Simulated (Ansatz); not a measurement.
A structure of ZnO relaxed with PBEsol (plane waves to 420 eV, PAW, scalar-relativistic; Ansatz, a program for electronic structure); single points at other levels follow on the same geometry (Ansatz, PAW; HSE06 at 420 eV on a 8×8×4 k-mesh; no spin-orbit coupling). Space group P6₃mc (No. 186).

```
CELL_PARAMETERS angstrom
      3.22966     0.00000     0.00000
     -1.61483     2.79697     0.00000
      0.00000     0.00000     5.21481
ATOMIC_POSITIONS crystal
  Zn 0.66667 0.33333 0.00204
  Zn 0.33333 0.66667 0.50204
  O  0.66667 0.33333 0.62316
  O  0.33333 0.66667 0.12316
```

| level | gap (eV) | kind | conduction minimum |
|---|---|---|---|
| PBEsol | 0.70 | direct | Γ |
| HSE06 | [?] | – | [?] |

Complete the blanks.


- HSE06, gap (eV): 2.53
- HSE06, conduction minimum: Γ

No spin polarisation in the result.

Measured for ZnO: a 3.2482 Å (0 K or low temperature; as listed in arXiv:1206.3780); c 5.204 Å (0 K or low temperature; as listed in arXiv:1206.3780); gap 3.6 eV (static lattice; corrected from measurement; as listed in Wei Chen et al., Physical Review Materials (2018)). Computed minus measured — a: PBEsol -0.6 %; c: PBEsol +0.2 %; gap: PBEsol -2.90 eV, HSE06 -1.07 eV. The computed values are for a static lattice, and a measured gap can be an optical one, lowered by exciton binding.

The run could not lose the symmetry of its start.
